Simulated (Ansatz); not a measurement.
## Structures of Cs2Cu: which is lowest?

Plane-wave DFT in Ansatz with scalar-relativistic PAW potentials, cutoff 420 eV, Γ-centred meshes chosen by cell and gap, Gaussian smearing with energies taken to zero width. Every cell was relaxed (cell and atoms) in a run of its own, within the symmetry of its start. Functional: PBE.

Relaxed structures (starts from databases or built by putting these elements on another compound's sites):
A. Fd-3m, 6 atoms in the computed cell, a = 11.889 Å; sites (symmetry × multiplicity) Cs .-3m × 16, Cu -43m × 8; start: built
B. I4/mmm, 3 atoms in the computed cell, a = 4.550 Å, c = 18.039 Å; sites (symmetry × multiplicity) Cs 4mm × 4, Cu 4/mmm × 2; start: built
C. P6/mmm, 3 atoms in the computed cell, a = 6.591 Å, c = 4.347 Å; sites (symmetry × multiplicity) Cs -6m2 × 2, Cu 6/mmm × 1; start: built

Problem. Rank them by energy. Could pressure change the order?

Solution.
```csv
structure,group,E − E(lowest) (meV/atom),V (Å³/atom),gap on mesh (eV)
B,I4/mmm,0.0,62.24,0.00
C,P6/mmm,239,54.52,0.00
A,Fd-3m,414,70.03,0.00
```

B is lowest, 239 meV/atom under C. C is denser by 7.72 Å³/atom, so pressure favours it: ΔE/ΔV, with ΔE in eV and 1 eV/Å³ = 160.2 GPa, gives about 5.0 GPa for equal enthalpy if both cells were rigid, a rough figure since the two compress differently. Other structures may lie lower than all of these, and vibrations aren't counted.

Spin-orbit coupling is left out, which matters for the bands of heavy elements.